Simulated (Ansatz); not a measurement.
All-electron card of SiTe

```
Te Si
1.0
     4.96559    0.00000    0.00000
    -2.48280    4.30033    0.00000
     0.00000    0.00000    5.95458
Te Si
2 2
Direct
  0.33333 0.66667 0.96034
  0.66667 0.33333 0.46034
  0.33333 0.66667 0.41566
  0.66667 0.33333 0.91566
```

Atom numbers follow the list: Te1, Te2, Si3, Si4.

The cell was built from the wurtzite type and relaxed in the same program, and has space group P6_3mc; it needn't be a known or the stable phase.

Spin–orbit coupling is left out, though it moves levels of the heavy atoms by tenths of an eV or more.

Levels of theory: DFT, PBE, all-electron LAPW, scalar-relativistic (Ansatz 0.2.0); DFT, PBE, PAW with Ansatz's default frozen-core files, scalar-relativistic (Ansatz 0.2.0).

For LAPW: a Γ-centred 10×10×6 k mesh, Fermi–Dirac smearing of 0.08 eV, basis error target 1 meV/atom, no spin polarisation. PAW takes a cutoff of 420 eV at this cell. The Ansatz runs share mesh, smearing and spin set-up. Values come from LAPW unless marked.

```yaml
Volume_per_atom: 31.79 Å³
Pressure_at_this_cell: 0.00 GPa
```

Question: Predict this quantity. Density of states at the Fermi level (0.2 eV bin).

Answer: 0.98 states/eV per cell.

Question: Löwdin charges (with 0.19 e of the cell spilling out of the atomic basis, so their sizes and signs hang on that basis): what does the calculation give?

Answer: Te1 0.19, Si3 -0.10 e.

Question: Band gap: what does the calculation give?

Answer: None at this level of theory (metallic, semimetallic, or a small gap that the functional closes).

Question: Predict this quantity. Bader charges (from the PAW run).

Answer: Te1 -0.34, Si3 +0.34 e.
